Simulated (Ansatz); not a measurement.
## Dy (hcp)

Computed with Ansatz (plane waves, PAW, 500 eV cutoff): r²SCAN, scalar-relativistic, collinear spin, 14×14×8 k-mesh, Gaussian smearing of 0.05 eV; PAW files: Ansatz's generated set soft_2.

```cif
data_structure
_symmetry_space_group_name_H-M 'P6_3/mmc'
_symmetry_Int_Tables_number 194
_cell_length_a 3.6342
_cell_length_b 3.6342
_cell_length_c 5.8609
_cell_angle_alpha 90.000
_cell_angle_beta 90.000
_cell_angle_gamma 120.000
_cell_volume 67.04
loop_
_atom_site_label
_atom_site_type_symbol
_atom_site_symmetry_multiplicity
_atom_site_Wyckoff_symbol
_atom_site_fract_x
_atom_site_fract_y
_atom_site_fract_z
_atom_site_occupancy
Dy1 Dy 2 d 0.33333 0.66667 0.75000 1
```

Magnetic state: ferromagnetic, site spin moments Dy 5.27 μB.

Which orbitals carry the states at the Fermi level, and how many states are there?

Within 0.1 eV of it: Dy 4f 84 %, Dy 5d 15 % (shares among the projected shells). The Fermi level sits on a steep edge: the density of states is 1.8, 7.4 and 18.3 states/eV per cell at −0.1, 0 and +0.1 eV.

Density of states (tetrahedra, averaged over 0.5 eV; states/eV per cell of 2 atoms; energy in eV from the Fermi level; projections on Löwdin-orthogonalised atomic orbitals, summed over sites):

```tsv
E	total	Dy 4f down	Dy 4f up	Dy 5d up	Dy 5d down	Dy 6s
-5.60	0.0	0.0	0.0	0.0	0.0	0.0
-5.10	20.1	0.0	19.9	0.0	0.0	0.1
-4.60	0.2	0.0	0.0	0.0	0.0	0.1
-4.10	4.3	0.0	4.0	0.0	0.0	0.2
-3.60	4.4	0.0	4.0	0.1	0.0	0.3
-3.10	0.5	0.0	0.0	0.2	0.0	0.3
-2.60	0.9	0.0	0.0	0.4	0.1	0.3
-2.10	1.1	0.0	0.0	0.5	0.1	0.3
-1.60	6.5	5.1	0.0	0.7	0.4	0.3
-1.10	5.0	2.9	0.0	1.1	0.8	0.2
-0.60	3.0	0.2	0.0	1.5	1.0	0.2
-0.10	6.5	4.6	0.0	1.2	0.5	0.1
0.40	4.4	3.1	0.0	0.6	0.6	0.1
0.90	3.4	0.3	0.0	1.4	1.4	0.1
1.40	10.9	7.8	0.0	1.4	1.3	0.2
1.90	3.9	0.9	0.0	1.3	1.5	0.2
2.40	5.8	2.8	0.0	1.3	1.5	0.1
2.90	2.8	0.2	0.0	0.8	1.6	0.1
3.40	2.0	0.0	0.0	0.8	1.1	0.0
3.90	1.5	0.0	0.0	0.7	0.7	0.0
```

Without a U the open 4f shell is pinned at the Fermi level, an artefact: in the real crystal it splits into occupied and empty levels away from it, and its large orbital moment is missing here. These numbers lack spin–orbit coupling. The run wasn't fully tested for a lower electronic state. Site moments are of spin, integrated over atomic spheres.

The state of the open shells isn't shown to be the lowest, and forces and pressures are less sure for it. The relaxed cell is 6 % larger in volume than the cell of this structure in the Crystallography Open Database (31.53 Å³/atom, 1963).
